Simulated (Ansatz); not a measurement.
## EuRe3 (AuCu3-type structure)

The computed numbers are results of PBEsol, scalar-relativistic (collinear spin) in the plane-wave PAW code Ansatz at 420 eV, Γ-centred 8×8×8 mesh, 0.05 eV Gaussian smearing; PAW files: Ansatz's generated set soft_2.

```
CELL_PARAMETERS angstrom
4.06408 0.00000 0.00000
0.00000 4.06408 0.00000
0.00000 0.00000 4.06408
ATOMIC_POSITIONS crystal
Eu 0.00000 0.00000 0.00000
Re 0.00000 0.50000 0.50000
Re 0.50000 0.50000 0.00000
Re 0.50000 0.00000 0.50000
```

This is a trial structure made by placing the elements on a prototype's sites, so it needn't be the stable form.

Magnetic state: ferromagnetic, site spin moments Eu 6.16; Re -0.10 μB.

Cell and atoms are those of this level's equilibrium.

The cell has space group Pm-3m (read at 0.01 Å). In it the stress is 0.00, 0.00, 0.00, 0.00, 0.00, 0.00 GPa and the largest force component 0.000 eV/Å. Each change below starts from this cell, without further relaxation. Stress is in GPa, positive in compression, in the order xx, yy, zz, yz, xz, xy; energies are counted from the cell above and are free energies with the smearing's entropy, which match forces and stress in a metal.

**Question.** What happens when atom 1 (Eu) is moved by 0.02 Å along x?

**Answer.** The energy changes by 2.3 meV per cell, and the force on it along the shift is -0.231 eV/Å (−F/u = 11.57 eV/Å²). Stress: -0.01, 0.02, 0.02, 0.00, 0.00, 0.00.
```
atom  Fx (eV/Å)     Fy     Fz
 Eu1     -0.231  0.000  0.000
 Re2     -0.039  0.000  0.000
 Re3      0.135  0.000  0.000
 Re4      0.135  0.000  0.000
```
In a harmonic crystal the energy would rise by −½F·u = ½ × 11.57 × 0.02² eV = 2.3 meV, which matches.

**Question.** What stress follows from an engineering strain of 2 % in xz, atoms carried along?

**Answer.** -0.05, 0.30, -0.05, 0.00, 1.11, 0.00 GPa; the energy changes by -4.0 meV per cell.
The stress changes with the wrong sign for a stable crystal (a clamped-atom constant of about -55 GPa), so the cell is unstable against this strain on this mesh; in a metal a finer mesh can change the sign.

Without a U the 4f levels of Eu lie too near the Fermi level, so their share of the states there, and what hangs on it, is overstated. Spin–orbit coupling, which matters for such heavy elements, is left out. Site moments are of spin, integrated over atomic spheres. A displaced or strained copy of the relaxed cell lay 0.9 meV/atom lower, so on this mesh the structure isn't a minimum; in a metal a finer mesh can change so small a difference. No antiparallel order was tried.
